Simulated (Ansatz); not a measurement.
The start is a randomly generated symmetric cell of Mo (space group No. 212). The cell and all atomic positions are relaxed at zero pressure with PBEsol (plane waves to 420 eV, PAW, scalar-relativistic; Ansatz, an electronic-structure program). The first steps use a coarse 8×8×8 k-mesh.

Input geometry:
```
Mo
1.0
    4.17227     0.00000     0.00000
    0.00000     4.17227     0.00000
    0.00000     0.00000     4.17227
Mo
4
Direct
  0.12500   0.12500   0.12500
  0.37500   0.87500   0.62500
  0.87500   0.62500   0.37500
  0.62500   0.37500   0.87500
```

- Energy released: under 0.01 eV/atom
- Volume change: +0.6 %, from 18.16 to 18.27 Å³/atom
- Shortest distances (start → end): The closest pairs of elements (up to four, under 3.6 Å), start → end: Mo–Mo 2.55 → 2.56 Å
- Band gap at the end: zero (metallic)
- Optimiser moves: 4

Final values are on a 11×11×11 k-mesh of the relaxed cell. No spin polarisation in the result.

The run could not lose the symmetry of its start, so the end can be a saddle point.

All atoms sit on sites fixed by symmetry, so only the cell could relax.

The relaxed structure here is a generated cell of Mo: the first start was made by a random draw of sites in a space group, and the end was not matched to a known phase here, so it may be hypothetical. Known forms of Mo include space group No. 229.
